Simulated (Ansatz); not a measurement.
NaAu2:
```xyz
6
Lattice="0.0000 3.9255 3.9255 3.9255 0.0000 3.9255 3.9255 3.9255 0.0000" Properties=species:S:1:pos:R:3 pbc="T T T"
Na     3.9255     3.9255     3.9255
Na     5.8882     5.8882     5.8882
Au     0.9814     0.9814     0.9814
Au     0.9814     2.9441     2.9441
Au     2.9441     2.9441     0.9814
Au     2.9441     0.9814     2.9441
```

Relaxed with r²SCAN. Special points in fractions of this cell's reciprocal vectors: Γ (0.000, 0.000, 0.000); X (0.500, 0.000, 0.500); U (0.625, 0.250, 0.625); K (0.375, 0.375, 0.750); L (0.500, 0.500, 0.500); W (0.500, 0.250, 0.750).

Question: List the band energies nearest the Fermi level at these points for r²SCAN with spin–orbit coupling in the plane-wave PAW code Ansatz.

Answer: In eV from the Fermi level; about four levels below and three above (degenerate sets whole), none deeper than 8.9 eV; points with the same levels are listed once.

```json
[
 {"k": "Γ", "below": "-1.39 -1.39 -1.39 -1.39 -0.03 -0.03", "above": "0.84 0.84 0.84 0.84"},
 {"k": "X", "below": "-2.82 -2.82 -2.82 -2.82", "above": "0.54 0.54 0.54 0.54"},
 {"k": "U", "below": "-2.66 -2.66 -1.37 -1.37", "above": "0.74 0.74 1.08 1.08"},
 {"k": "L", "below": "-2.64 -2.64 -1.52 -1.52", "above": "0.50 0.50 1.55 1.55"},
 {"k": "W", "below": "-1.16 -1.16 -0.93 -0.93", "above": "3.55 3.55 3.61 3.61"}
]
```

Space group Fd-3m (cubic Laves (MgCu2 type)). The workflow started from an entry of the Crystallography Open Database (COD). Its standing as an ambient phase is unchecked. The cell was relaxed with r²SCAN under the symmetry of its start; whether a distortion lowers the energy is not shown.

Potentials: the later of the program's two PAW sets.
